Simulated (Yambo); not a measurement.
TlAlF$_{4}$ (space group P4/mmm, No. 123); a = 3.6360 Å, b = 3.6360 Å, c = 6.3056 Å, α = 90.00°, β = 90.00°, γ = 90.00°. With the G0W0 scissor the direct gap on the mesh is 7.08 eV. Axes are Cartesian, with cell vectors (Å) (3.64, 0.00, 0.00), (0.00, 3.64, 0.00), (0.00, 0.00, 6.31).

Q: Does this run resolve the lowest exciton, and if so, what are its energy and binding? (Yambo, LDA bands; 8×8×4 mesh, 13 valence and 4 conduction bands, static screening with 52 bands and a 3 Ry block, scissor 2.85 eV, Tamm-Dancoff.)

A: The mesh holds a bound state, but the numbers are provisional. These are vertical excitations (zero momentum); the indirect quasiparticle gap, about 6.95 eV, is smaller than the direct one (7.08 eV on the GW mesh). The lowest state lies at 6.16 eV (strong for light along x, 2 states within 2 meV), the direct quasiparticle gap on this mesh at 7.08 eV. Its binding energy, counted from that gap, is 0.92 eV; it spreads over about 30 k points of the mesh. On a 4×4×2 mesh the same difference is 1.17 eV, so it isn't converged. The scissor comes from a G0W0 run whose convergence isn't established. Spin-orbit coupling is left out; with 6p states at a band edge it can lower the gap by many tenths of an eV, most of a small gap.

The standard potential for Tl keeps a d shell in the valence without the s and p states of that shell. In tests on such compounds this moved G0W0 gaps by up to about 0.9 eV, so absolute quasiparticle energies here are unreliable; differences between settings are what counts.

Geometry of the Materials Project entry, not relaxed at this level.
